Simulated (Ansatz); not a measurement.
This run works on a proposed trial structure, not on a known crystal.

Input and command of a plane-wave DFT calculation in Ansatz:

```yaml
crystal:
  lattice:
    - [-4.545, 4.545, 4.545]
    - [4.545, -4.545, 4.545]
    - [4.545, 4.545, -4.545]
  atoms:
    - { symbol: Sn, position: [0.5, 0.0, 0.86] }
    - { symbol: Sn, position: [0.86, 0.5, 0.0] }
    - { symbol: Sn, position: [0.14, 0.14, 0.14] }
    - { symbol: Sn, position: [0.0, 0.86, 0.5] }
    - { symbol: Sn, position: [0.36, 0.5, 0.0] }
    - { symbol: Sn, position: [0.64, 0.64, 0.64] }
    - { symbol: Sn, position: [0.0, 0.36, 0.5] }
    - { symbol: Sn, position: [0.5, 0.0, 0.36] }
    - { symbol: Se, position: [0.625, 0.375, 0.25] }
    - { symbol: Se, position: [0.125, 0.75, 0.875] }
    - { symbol: Se, position: [0.75, 0.875, 0.125] }
    - { symbol: Se, position: [0.875, 0.125, 0.75] }
    - { symbol: Se, position: [0.25, 0.625, 0.375] }
    - { symbol: Se, position: [0.375, 0.25, 0.625] }
basis:
  ecutwfc: 420
kpoints:
  mp_grid: { grid: [6, 6, 6] }
hamiltonian:
  xc: pbe
scf:
  occupations: { method: gaussian, width: 0.1 }
output:
  forces: true
  stress: true
  eigenvalues: true
relax:
  adjacent_minimum: "off"
  f_tol: 0.01
  max_steps: 80
  cell: { stress_tol: 0.05 }
```

```bash
ansatz run input.yaml --threads 1 --pin off --max-ram 2560MiB --backend cpu --events-out ev --progress --plain --runs-dir out
```

Processor: Intel(R) Xeon(R) Processor @ 2.50GHz (Skylake/Cascade Lake), 1 thread, on a host shared with other jobs.

Q: How long does it run, and how much memory does it take?

A: About 13 min, peak memory 0.96 GiB. It solves 125 bands at 16 k points (after reduction by symmetry) with about 7419 plane waves (on the last cell), in 34 SCF iterations over 5 ionic steps.
